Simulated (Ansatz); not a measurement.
## C under pressure

Method: DFT LDA, scalar-relativistic, plane waves, PAW (Ansatz). Settings: 420 eV plane-wave cutoff, Γ-centred 18×18×6 mesh, Fermi-Dirac smearing of 0.15 eV. No spin polarisation. Phonons by linear response, acoustic sum rule imposed.

Equilibrium structure at this level:
```
C
1.0
     1.22281   -2.11673    0.00000
     1.22281    2.11673    0.00000
     0.00000    0.00000    6.72251
C
4
Direct
  0.08331 0.91669 0.75000
  0.58331 0.41669 0.25000
  0.91669 0.08331 0.25000
  0.41669 0.58331 0.75000
```

In a metal, frequencies and elastic constants depend on the k mesh and the smearing, soft modes and shear constants most. The crystal is built of layers and no dispersion correction was added, so the binding between them is poorly described, and with it their spacing and whatever depends on it.

Optical modes at Γ (cm⁻¹) at zero pressure: 35i, 53, 109, 887, 890, 1593, 1598, 1599, 1609.

Q: Under hydrostatic pressure the same modes lie at 48i, 68, 155, 882, 888, 1604, 1607, 1609, 1626 cm⁻¹. What is the pressure, and how much has the cell shrunk?

A: 2 GPa; the volume is 5.1 % smaller.

This form isn't the element's structure at ambient conditions. The bands overlap by little, and semilocal functionals make gaps too small, so the missing gap can be the functional's error and not a sign of a true metal.